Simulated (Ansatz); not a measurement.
A geometry of Bi₂Se₃ away from equilibrium: the start of the relaxation of a relaxed Bi2Se3 cell stretched uniformly to 115 % of its volume. All values below come from PBEsol (plane waves to 420 eV, PAW, scalar-relativistic; Ansatz, a quantum-chemistry and plane-wave program). Γ-centred k-mesh 6×6×6 on the run's cell (coarser than for final values), Fermi–Dirac smearing 0.05 eV.

```xyz
5
Lattice="2.1647 1.2498 9.9679 -2.1647 1.2498 9.9679 0.0000 -2.4996 9.9679" Properties=species:S:1:pos:R:3 pbc="T T T"
Bi     0.0000     0.0000    11.9724
Bi     0.0000     0.0000    17.9313
Se     0.0000     0.0000     0.0000
Se     0.0000     0.0000     6.3224
Se     0.0000     0.0000    23.5814
```

**Question.** Predict the force on each atom, in eV/Å.

**Answer.** 
| atom | Fx | Fy | Fz |
|---|---|---|---|
| Bi1 | 0.00 | 0.00 | 0.30 |
| Bi2 | 0.00 | 0.00 | -0.30 |
| Se3 | 0.00 | 0.00 | 0.00 |
| Se4 | 0.00 | 0.00 | 0.87 |
| Se5 | 0.00 | 0.00 | -0.87 |

**Question.** What is the pressure?

**Answer.** -6.6 GPa, compression positive.

**Question.** How far above the relaxed end point is this geometry?

**Answer.** 0.10 eV/atom; the path ends in R-3m (No. 166) (AFLOW prototype A2B3_hR5_166_c_ac (C33, as in Bi2Te3)).

No spin polarisation in the result.

The run could not lose the symmetry of its start.
